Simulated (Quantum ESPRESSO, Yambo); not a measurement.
**G0W0 results for SnS$_{2}$ bilayer**

```
SnS2
1.0
    3.66902     0.00000     0.00000
   -1.83451     3.17746     0.00000
    0.00000     0.00000    27.30000
S Sn
4 2
Direct
  0.66667   0.33333   0.83958
  0.33333   0.66667   0.94795
  0.66667   0.33333   0.05205
  0.33333   0.66667   0.16042
  0.00000   0.00000   0.89382
  0.00000   0.00000   0.10618
```

Two neighbouring layers were cut from Materials Project entry mp-1170 and relaxed with PBE+D3(BJ) in a cell 27.3 Å high, with the Coulomb interaction truncated along z.

Starting point: norm-conserving PBE (stringent potentials; Quantum ESPRESSO, 102 Ry, without SOC). G0W0 in Yambo: 6×6×1 Γ-centred k mesh, bands 9 to 221 and a 6 Ry block in the screening, 221 bands in G with the Bruneval-Gonze terminator, plasmon pole fitted at 27.2 eV, slab-truncated Coulomb interaction, stochastic integration of W near q = 0.

| Property | Value |
|---|---|
| PBE gap along the band path | 1.52 eV |
| PBE gap between the mesh's edge points ((0, 0.167) → M) | 1.52 eV |
| G0W0 gap between the same points | 2.68 eV |
| PBE smallest direct gap on the mesh (at M) | 1.74 eV |
| G0W0 direct gap at that point | 2.93 eV |

```json
[
 {"k point": "Γ", "band": "VB", "E PBE (eV)": "-0.11", "E QP (eV)": "-0.63", "shift (eV)": "-0.51", "Z": "0.76"},
 {"k point": "Γ", "band": "CB", "E PBE (eV)": "2.19", "E QP (eV)": "2.84", "shift (eV)": "0.66", "Z": "0.78"},
 {"k point": "(0, 0.167)", "band": "VB", "E PBE (eV)": "0.00", "E QP (eV)": "-0.51", "shift (eV)": "-0.51", "Z": "0.75"},
 {"k point": "(0, 0.167)", "band": "CB", "E PBE (eV)": "2.80", "E QP (eV)": "3.53", "shift (eV)": "0.73", "Z": "0.77"},
 {"k point": "M", "band": "VB", "E PBE (eV)": "-0.22", "E QP (eV)": "-0.76", "shift (eV)": "-0.55", "Z": "0.75"},
 {"k point": "M", "band": "CB", "E PBE (eV)": "1.52", "E QP (eV)": "2.16", "shift (eV)": "0.64", "Z": "0.78"},
 {"k point": "K", "band": "VB", "E PBE (eV)": "-0.40", "E QP (eV)": "-1.01", "shift (eV)": "-0.62", "Z": "0.75"},
 {"k point": "K", "band": "CB", "E PBE (eV)": "2.33", "E QP (eV)": "3.02", "shift (eV)": "0.69", "Z": "0.77"}
]
```

Energies count from the PBE valence-band maximum.

Convergence of the G0W0 settings was not tested.

Spin-orbit splittings are left out.
